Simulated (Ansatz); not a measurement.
Relaxed Nb (bcc, W type):

```yaml
crystal:
  lattice:
    - [-3.30962, 3.30962, 3.30962]
    - [1.65481, -1.65481, 1.65481]
    - [1.65481, 1.65481, -1.65481]
  atoms:
    - { symbol: Nb, position: [0.00000, 0.00000, 0.00000] }
    - { symbol: Nb, position: [0.50000, 0.00000, 0.00000] }
```

The atoms are displaced by Q × the pattern below (from a DFPT mode at N = (0.5, 0.0, 0.0), largest move 1; Q in Å), at fixed cell. (q is in reciprocal vectors of the primitive cell; the cell shown is doubled to hold the pattern.)

```json
[
 {"atom": "Nb1", "x": "0.000", "y": "-0.707", "z": "-0.707"},
 {"atom": "Nb2", "x": "0.000", "y": "0.707", "z": "0.707"}
]
```

Calculation: PBE (plane waves to 420 eV, PAW, scalar-relativistic; Ansatz, a program for electronic structure). k mesh 10×20×20 (Γ-centred), Fermi-Dirac smearing 0.05 eV. E stands for the smeared free energy. With partly filled bands, energies and forces of such displacements shift with the k mesh and the smearing. Nb is run without spin polarisation. Nb was relaxed with its symmetry unable to fall. ΔE is measured from the undisplaced structure. The last digit holds for this mesh only.

| Q (Å) | ΔE (meV/cell) |
|---|---|
| -0.180 | 418.4 |
| -0.150 | 279.6 |
| -0.120 | withheld |
| -0.090 | 94.0 |
| -0.060 | 40.1 |
| -0.030 | 9.7 |
| 0.000 | 0.0 |
| 0.030 | 9.7 |
| 0.060 | 40.1 |
| 0.090 | 94.0 |
| 0.120 | withheld |
| 0.150 | 279.6 |
| 0.180 | 418.4 |

Task: Fit an even polynomial form (powers 2, 4, 6) to the given rows and predict ΔE at Q = 0.120.

Result: Least squares on the 11 given rows: ΔE = (10990)·Q² + (74550)·Q⁴ + (-469500)·Q⁶, in meV/cell with Q in Å; root-mean-square residual 0.25 meV/cell. At 0.120 the fit gives 172.3 meV/cell; the calculation gives 172.9 meV/cell, so the interpolation is off by -0.6 (-0.3 %). The quadratic term alone would give 158.3 meV/cell.

(A displaced cell: forces are minus the slopes of the energy, force constants its curvatures, and phonons follow from these.)
